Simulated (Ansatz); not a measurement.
# Calculated S-33 NMR of the central transition for MoS₂

Cell: a COD entry, taken as it stands.

Space group P6_3/mmc (No. 194); a = 3.1400, c = 12.5300 Å, γ = 120.00°.

| site | Wyckoff | site symmetry | x | y | z |
| --- | --- | --- | --- | --- | --- |
| Mo | 2c | -6m2 | 0.3333 | 0.6667 | 0.2500 |
| S | 4f | 3m. | 0.3333 | 0.6667 | 0.6250 |

One atom of each set is listed.

The numbers come from a DFT calculation in Ansatz (PBE, plane waves and PAW, scalar-relativistic, collinear spin, 420 eV cutoff, Γ-centred 16×16×4 k-points, Fermi–Dirac smearing 0.02 eV). Start moments as typed (μB): 2 on each Mo, none on the rest.

S-33 has I = 3/2 and Q = -69.40 mb (Pyykkö 2018); at 23.5 T its Larmor frequency is ν₀ = 76.9 MHz. Only the quadrupole interaction is simulated: positions count from each site's isotropic chemical shift, and shift anisotropy, dipolar and J coupling are left out.

Q: What does the S-33 spectrum (static powder) show for each site?

A: 

```csv
site,first shell,C_Q (MHz),η,P_Q (MHz),δ_QIS (ppm),breadth (kHz)
S,3 Mo at 2.40 Å,8.89,0.00,8.89,-334,134
```

δ_QIS = −(ν_Q²/30ν₀²)[I(I+1) − 3/4](1 + η²/3) × 10⁶ ppm with ν_Q = 3|C_Q|/[2I(2I−1)]; it falls as 1/B₀² in ppm, and the breadth as 1/B₀ in kHz.

An axis of threefold or higher order runs through S, so V_zz lies along it and η is zero.

At this cell the principal stresses reach 5 GPa in size with PBE, which can matter for small gradients. Without spin–orbit coupling (the program notes it for Mo) the gradients can shift somewhat, as the gap is small. The start moments die out, and the run ends without spin.
